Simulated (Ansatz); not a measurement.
Ansatz input

```yaml
crystal:
  lattice:
    - [2.5495621429, 0.0, 0.0]
    - [-1.2747810714, 2.2079855843, 0.0]
    - [0.0, 0.0, 8.2224599959]
  atoms:
    - { symbol: Mn, position: [1.0, 0.0, 1.0] }
    - { symbol: Mn, position: [1.0, 0.0, 0.5] }
    - { symbol: Mn, position: [0.3333333333, 0.6666666667, 0.25] }
    - { symbol: Mn, position: [0.6666666667, 0.3333333333, 0.75] }
hamiltonian:
  xc: pbesol
  pseudopotentials:
    kind: paw
    azcp:
      Mn: "pseudopotentials/Mn.paw.azcp"
basis:
  ecutwfc: 420
  fft_grid_basis: typed
kpoints:
  mp_grid: { grid: [16, 16, 5], shift: [0, 0, 0] }
magnetization:
  spin_polarized: false
scf:
  occupations: { method: fermi_dirac, width: 0.1 }
  lower_state_search: "off"
output:
  stress: true
```

Output

```
Warning: the record states the generating functional pbe (its physics header spells it `PBE`), which answers neither for hamiltonian.xc's functional nor for the pbesol family's — results may be inconsistent (PPs are generated against a specific XC)
Engine: ansatz 0.2.0, aarch64-unknown-linux-gnu
Pseudopotentials: kind: paw
Pseudopotential: Mn, paw, valence charge 15, recommended cutoff 420 eV (normal) 
Functional definition: PBEsol
  exchange = pbesol_x
  correlation = pbesol_c
Crystal: 4 atoms, lattice volume = 46.287 Å³
Basis set: ecut = 420 eV, 909 PW (Γ)
Bands: 36, of which v1, the nominal top of the filled ones, is band 30 counted from 1 (29 counted from 0)
Symmetry: 24 space group operations
Space group: P63/mmc (ITA 194), of the structure as read, at distance tolerance 3.6e-5 Å
k-points: 90 of 1280
Non-local potential: Mn, projectors of the file, l = 0: 3, l = 1: 2, l = 2: 3, l = 3: 1
PAW form: soft (Blöchl's): semilocal exchange-correlation on the pseudo side does not see the compensation charge
PAW frozen core: Mn, regenerated for the run's functional, and the local potential with it (the file was generated under x = pbe(κ = 0.804, μ = 0.2195149727645171), c = pbe(β = 0.06672455060314922))
PAW one-centre angular grid: Mn, 590 points (default); XC on 64 Gauss nodes
Initial density: superposition of atomic densities (neutral atoms: chi_scale 0, normalization atom), corrected by the library's trained network
Initial wavefunctions: pseudopotential atomic-orbital guess
Functional: x = pbesol(κ = 0.804, μ = 0.12345679012345678), c = pbesol(β = 0.046)
SCF iter   1: F=—  HF=-15474.710580 eV  |F-HF|=—  |Δ(HF+E_count)|=         —  Δρ=1.77e-2  dr2=8.18e-2  ethr=1.77e-3  ⟨swp⟩=5.1  Hψ=21010  notcnv=0
automatic band count: the SCF goes on with 42 bands, as 36 were too few: the levels above may hold too much charge
SCF iter   2: F=—  HF=-15474.695207 eV  |F-HF|=—  |Δ(HF+E_count)|=   1.54e-2  Δρ=5.87e-3  dr2=8.57e-3  ethr=1.36e-4  ⟨swp⟩=3.0  Hψ=7683  notcnv=0  defer=51
SCF iter   3: F=—  HF=-15474.693612 eV  |F-HF|=—  |Δ(HF+E_count)|=   1.59e-3  Δρ=1.24e-3  dr2=3.68e-4  ethr=1.43e-5  ⟨swp⟩=2.2  Hψ=4997  notcnv=0  defer=51
SCF iter   4: F=—  HF=-15474.693553 eV  |F-HF|=—  |Δ(HF+E_count)|=   5.86e-5  Δρ=3.31e-4  dr2=5.57e-5  ethr=6.13e-7  ⟨swp⟩=2.0  Hψ=5167  notcnv=0  defer=51
SCF iter   5: F=—  HF=-15474.693556 eV  |F-HF|=—  |Δ(HF+E_count)|=   2.51e-6  Δρ=1.11e-4  dr2=5.05e-6  ethr=9.29e-8  ⟨swp⟩=2.3  Hψ=4689  notcnv=0  defer=51
SCF iter   6: F=—  HF=-15474.693556 eV  |F-HF|=—  |Δ(HF+E_count)|=   4.74e-7  Δρ=3.44e-5  dr2=3.18e-7  ethr=8.42e-9  ⟨swp⟩=1.0  Hψ=3729  notcnv=0  defer=51
SCF iter   7: F=-15474.693556 eV  HF=-15474.693556 eV  |F-HF|=6.90e-9  |Δ(HF+E_count)|=   1.72e-8  Δρ=7.27e-6  dr2=1.09e-8  ethr=1.67e-10  ⟨swp⟩=4.1  Hψ=12529  notcnv=0
SCF 1 converged in 7 iterations: F = -15474.693556 eV  dr2 = 1.09e-8
SCF converged after 7 iterations
Free energy (F): -15474.693556 eV
Harris-Foulkes:  -15474.693556 eV  (|F-HF|=6.90e-9)
Internal energy: -15474.498670 eV  (E = F + TS)
E sigma→0 (E₀):  -15474.596113 eV
Entropy (-TS):   -0.194886 eV (-48.721 meV/atom)
Fermi energy:    18.395567 eV
--- Per-component energies (eV) ---
  E_band       = -730.332865
  E_kinetic    = 1225.522221
  E_local      = -6557.891432  (includes V_loc(G=0)·N_el)
  E_nonlocal   = 951.541210
  E_hartree    = 2702.690235
  E_xc         = -457.013971
  E_vxc        = -587.766711  (∫ρ·V_xc dr)
  E_paw        = -5066.001643  (= ΣΔE_a)
  E_vpaw       = -1167.122223  (= ΣTr[D̂ρ^β])
  E_aug_tail   = -0.000037  (compensation charges beyond the density's cutoff)
  E_ewald      = -8274.023854
  E_core_change = 0.678601  (= ΣΔE_core)
  E_smearing   = -0.194886  (= −TS)
  E_closure    = -0.000000  (closes the sum)
  Σ components = -15474.693556   (vs F -15474.693556, Δ=0.00e0)
--- Stress (GPa, compression-positive) ---
      -27.164990       0.000000       0.000000
        0.000000     -27.164990       0.000000
        0.000000       0.000000     -27.282353
  P = ⅓ Tr σ = -27.2041 GPa (-272.041 kbar)
```
